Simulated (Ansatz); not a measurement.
GeS in space group P4/nmm (No. 129; Ge on 2c, S on 2a), plane-wave PAW PBE (Ansatz code), all energies at zero smearing, with the estimated change up to a 700 eV cutoff added, with one set of potentials and settings (totals compare only within such a set). Cell of 4 atoms (2 Ge, 2 S): -10394.403 eV.

```json
[
 {"element": "Ge", "reference phase": "Fd-3m, 2 atoms in the cell", "E (eV/atom)": "-4294.9847"},
 {"element": "S", "reference phase": "Fddd, 32 atoms in the cell", "E (eV/atom)": "-902.0599"}
]
```

Formation energy per atom, worked out: (-10394.403 − 2×(-4294.9847) − 2×(-902.0599))/4 = -0.078 eV/atom (-8 kJ per mol of atoms), at 0 K, without zero-point energy or fitted corrections.

The cell is a constructed one: a structure type filled with these elements; neither database checked (COD, Materials Project) lists it. COD files the formula under space group No. 62, so this cell is another polymorph or a model. Whether it is the stable phase at ambient conditions was not checked. Symmetry was held in the PBE relaxation; whether a distortion lowers the energy is not shown. A crystal of weakly bound layers computed without a dispersion correction: the cell and the soft elastic constants depend strongly on that. The references are the lowest solids computed at this level, not always the standard phases.

Potentials: the later of the program's two PAW sets.
